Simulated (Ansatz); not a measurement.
Hf₂N under pressure

These are results of DFT PBEsol, scalar-relativistic, plane waves, PAW (Ansatz), not measurements. Plane waves to 420 eV; Γ-centred k mesh 8×8×12; Fermi-Dirac smearing of 0.15 eV. No spin polarisation. Phonons by linear response, acoustic sum rule imposed.

The cell, relaxed at this level:
Space group P4_2/mnm (No. 136). a = 5.296 Å, b = 5.296 Å, c = 3.228 Å, α = 90.00°, β = 90.00°, γ = 90.00°
| atom | site | symmetry | x | y | z |
| --- | --- | --- | --- | --- | --- |
| Hf | 4f | m.2m | 0.2953 | 0.2953 | 0.0000 |
| N | 2a | m.mm | 0.0000 | 0.0000 | 0.0000 |

In a metal, frequencies and elastic constants depend on the k mesh and the smearing, soft modes and shear constants most. Spin–orbit coupling is left out, which matters for heavy elements.

The cell is relaxed again at 3 and 10 GPa. How do volume, gap and optical modes at Γ (cm⁻¹, counted from the lowest optical one; a degenerate one stands once) change?

## Answers

```
          0 GPa  3 GPa  10 GPa
    V/V0  1.000  0.986   0.956
gap (eV)   0.00   0.00    0.00
  mode 1     18     15      ≈0
  mode 2    131    135     141
  mode 4    146    149     157
  mode 5    155    159     164
  mode 6    157    160     167
  mode 8    157    160     170
  mode 9    211    216     229
 mode 10    482    493     518
 mode 12    548    561     588
 mode 13    554    570     605
 mode 15    568    581     611
```